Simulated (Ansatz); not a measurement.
Co$_{8}$RuS$_{8}$ in space group Fm-3m (No. 225; Co on 32f, Ru on 4b, S on 8c, S on 24e), the program Ansatz at the PBE level (PAW), all energies at zero smearing, with the estimated change up to a 700 eV cutoff added, with one set of potentials and settings (totals compare only within such a set). Cell of 17 atoms (8 Co, 1 Ru, 8 S): -54112.873 eV.

```csv
element,reference phase,E (eV/atom)
Co,"P6_3/mmc, 2 atoms in the cell, spin-polarised",-5126.1559
Ru,"P6_3/mmc, 2 atoms in the cell",-5878.6876
S,"Fddd, 32 atoms in the cell",-902.0599
```

Formation energy per atom, worked out: (-54112.873 − 8×(-5126.1559) − 1×(-5878.6876) − 8×(-902.0599))/17 = -0.498 eV/atom (-48 kJ per mol of atoms), at 0 K, without zero-point energy or fitted corrections.

The first step of the workflow began from a Materials Project structure, measured or hypothetical; the Crystallography Open Database copy checked does not list it. Its standing as an ambient phase is unchecked. Symmetry was held in the PBE relaxation; its stability against distortions is not shown here. The run is not spin-polarised. The references are the lowest solids computed at this level, not always the standard phases.

Potentials: the later of the program's two PAW sets.
